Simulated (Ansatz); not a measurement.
C:
```xyz
12
Lattice="2.5123 0.0000 0.0000 -1.2562 2.1757 0.0000 0.0000 0.0000 12.3917" Properties=species:S:1:pos:R:3 pbc="T T T"
C      1.2562     0.7252     4.3984
C      0.0000     1.4505     7.9934
C      0.0000     1.4505    10.5942
C      1.2562     0.7252     1.7975
C      1.2562     0.7252     0.2573
C      0.0000     1.4505    12.1344
C      0.0000     1.4505     6.4532
C      1.2562     0.7252     5.9386
C      0.0000     0.0000     8.5110
C      0.0000     0.0000     3.8807
C      0.0000     0.0000     2.3152
C      0.0000     0.0000    10.0766
```

Relaxed with r²SCAN. r²SCAN in the plane-wave PAW code Ansatz gives a gap of 4.66 eV.

What gap does HSE06 give on the same cell (Ansatz, PAW)?

5.61 eV, 0.95 eV more. The hybrid was solved on a coarser mesh and at special points; its gap is the smallest among all of these.

```tsv
k	v1 r²SCAN	c1 r²SCAN	v1 HSE06	c1 HSE06
Γ	0.00	5.68	?	?
A	-0.34	6.10	?	?
K	-4.91	5.94	?	?
H	-5.14	6.18	?	?
M	-3.10	4.89	-3.20	5.80
L	-3.46	5.06	-3.57	5.98
```

Top valence (v1) and lowest conduction level (c1) in eV from each method's valence maximum (which need not be a listed point): supply the withheld HSE06 values.


- H, v1 HSE06: -5.30
- H, c1 HSE06: 7.03
- K, v1 HSE06: -5.07
- K, c1 HSE06: 6.80
- A, v1 HSE06: -0.34
- A, c1 HSE06: 7.19
- Γ, v1 HSE06: 0.00
- Γ, c1 HSE06: 6.78

Cost on shared cores: the r²SCAN run (SCF on a 13×13×3 mesh, then bands and DOS) roughly 70 core-seconds, the HSE06 run (SCF on 7×7×2, then a few points) about 2.5 core-minutes (a rough figure); the tasks are unlike.

Space group P6_3/mmc. The workflow started from a Materials Project entry (that database holds measured and hypothetical structures alike). Its sites differ from those of the usual phase in this space group: another stacking or structure type. The r²SCAN relaxation kept the symmetry of its start; phonons on a q-mesh show no instability.

Potentials: the later of the program's two PAW sets.
